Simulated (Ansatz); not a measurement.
Y, flat triangular-type layer, relaxed and computed with two functionals in Ansatz (plane waves, PAW).

```csv
functional,a (Å)
PBE,[?]
r²SCAN+D4,3.447
```

Task: Some entries are withheld; supply them.

Result: 
- PBE, a (Å): 3.434

Spin orders computed, not proven ground states: Y, flat triangular-type layer with PBE ferromagnetic; Y, flat triangular-type layer with r²SCAN+D4 ferromagnetic. All cells were relaxed under the symmetry of their starts (and spin orders); stability against distortions was not tested throughout. Scalar-relativistic: spin–orbit coupling is off unless named, which matters more the heavier the elements. Constructed layers (a layer type filled with these elements): Y, flat triangular-type layer; Y, flat triangular-type layer.

Potentials: the later of the program's two PAW sets.

Ansatz (a quantum-chemistry and plane-wave program) is a plane-wave DFT program.
